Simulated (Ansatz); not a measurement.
Crystals of one structure type (zinc blende) and one family of elements, relaxed and computed with DFT-r²SCAN in the program Ansatz with PAW potentials.

```
crystal  V (Å³/atom)  B₀ by P(V) fit (GPa)
-------  -----------  --------------------
BN              5.87                   391
GaN            11.38                     ?
BP             11.67                   169
GaAs           22.73                  72.3
InP            25.77                  68.2
InAs           28.48                  57.2
GaSb           28.83                  52.8
```

Task: Fit a straight line to ln B₀ against ln V and predict the withheld value.

Result: Least squares on the 6 shown rows: ln B₀ = -1.23 × ln V + (8.151), with a scatter of 4 %. For GaN this gives 174. The run itself gave 196, outside the scatter: the line misses something about this case.

All cells were relaxed under the symmetry of their starts (and spin orders); stability against distortions was not tested throughout. Scalar-relativistic: spin–orbit coupling is off unless named, which matters more the heavier the elements.

Potentials: the earlier of the program's two PAW sets.
